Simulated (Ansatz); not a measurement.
Zn: strain energy, fitted

Zn, P6_3/mmc, a = 2.595 Å, c = 4.991 Å. Ansatz: r2SCAN, PAW, 500 eV, Γ-centred 24×24×10 mesh on 2 atoms, Gaussian smearing 0.10 eV; no spin polarisation. Series: biaxial strain in the a-b plane, c and atoms relaxed; x is the strain in per cent. y is the free energy over the unstrained cell, V0 = 14.555 Å³/atom.

```tsv
x (%)	y (meV/atom)
-3.0	22.93
-2.0	10.90
-1.0	2.99
0.0	0.00
1.0	0.85
2.0	?
3.0	6.35
```

Problem. Fit y = c2 x² + c3 x³ to the other rows, turn c2 into a modulus, and predict the missing energy.

Solution. Least squares on the rows shown. y = 1.6712 x² − 0.31727 x³. In eV per unit strain² c2 is 16.71; M is the biaxial modulus (E = M V0 ε²): 16.71 × 160.2 / (14.555) = 184 GPa. The unstrained cell keeps some stress along the strain, worth a slope of -0.45 meV/atom per %, which the form leaves out. With a term in x⁴ added, the coefficient of x² becomes 2.358, 41 % more, which shows how far this figure hangs on the form. At x = 2.0 the fit asked for gives 4.15 meV/atom. The run gave 4.95 meV/atom, so the fit is 0.80 meV/atom too low, within the rms miss on the fitted rows (0.95 meV/atom): the form describes this series only roughly.